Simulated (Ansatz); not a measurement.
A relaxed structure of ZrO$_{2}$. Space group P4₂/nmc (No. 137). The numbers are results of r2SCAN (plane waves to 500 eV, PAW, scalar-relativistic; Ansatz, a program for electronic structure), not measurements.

```cif
data_O4Zr2
_chemical_formula_sum 'Zr2 O4'
_space_group_name_H-M_alt 'P 1'
_space_group_IT_number 1
_cell_length_a 3.60134
_cell_length_b 3.60134
_cell_length_c 5.22807
_cell_angle_alpha 90.000
_cell_angle_beta 90.000
_cell_angle_gamma 90.000
loop_
_space_group_symop_operation_xyz
  'x, y, z'
loop_
_atom_site_label
_atom_site_type_symbol
_atom_site_fract_x
_atom_site_fract_y
_atom_site_fract_z
_atom_site_occupancy
Zr1 Zr 0.00000 0.00000 0.00000 1
Zr2 Zr 0.50000 0.50000 0.50000 1
O1 O 0.00000 0.50000 0.19679 1
O2 O 0.00000 0.50000 0.69679 1
O3 O 0.50000 0.00000 0.30321 1
O4 O 0.50000 0.00000 0.80321 1
```

Task: Estimate the band gap that r2SCAN returns for this input.

Result: 4.60 eV, indirect (valence top at k = (0.2222, 0.2222, 0), conduction bottom at Γ) (no spin-orbit coupling).

Task: What smallest direct gap does r2SCAN give?

Result: 4.71 eV at Γ.

No spin polarisation in the result.

The run could not lose the symmetry of its start; a randomly shaken copy of 6 atoms returns to this structure.
